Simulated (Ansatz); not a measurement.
Input and command of a plane-wave DFT calculation in Ansatz:

```yaml
crystal:
  lattice:
    - [1.604761016, 0.9265092046, 3.4939788749]
    - [-1.604761016, 0.9265092046, 3.4939788749]
    - [0.0, -1.8530184092, 3.4939788749]
  atoms:
    - { symbol: Mg, position: [0.0, 0.0, 0.0] }
    - { symbol: O, position: [0.428786, 0.428786, 0.428786] }
    - { symbol: O, position: [0.571214, 0.571214, 0.571214] }
basis:
  ecutwfc: 420
kpoints:
  mp_grid: { grid: [6, 6, 6] }
hamiltonian:
  xc: lda
scf:
  occupations: { method: gaussian, width: 0.1 }
output:
  forces: true
  stress: true
  eigenvalues: true
```

```bash
ansatz run input.yaml --threads 1 --pin off --max-ram 2560MiB --backend cpu --events-out ev --progress --plain --runs-dir out
```

Processor: Arm Neoverse V1, 1 thread, on a host shared with other jobs.

Question: How long does it run, and how much memory does it take?

Answer: About 1.1 s on 1 thread of Arm Neoverse V1, on a shared host, peak memory 0.23 GiB. It solves 15 bands at 32 k points (the mesh reduced by the symmetry that the task leaves, which can be less than the crystal's) with about 617 plane waves, in 6 SCF iterations.
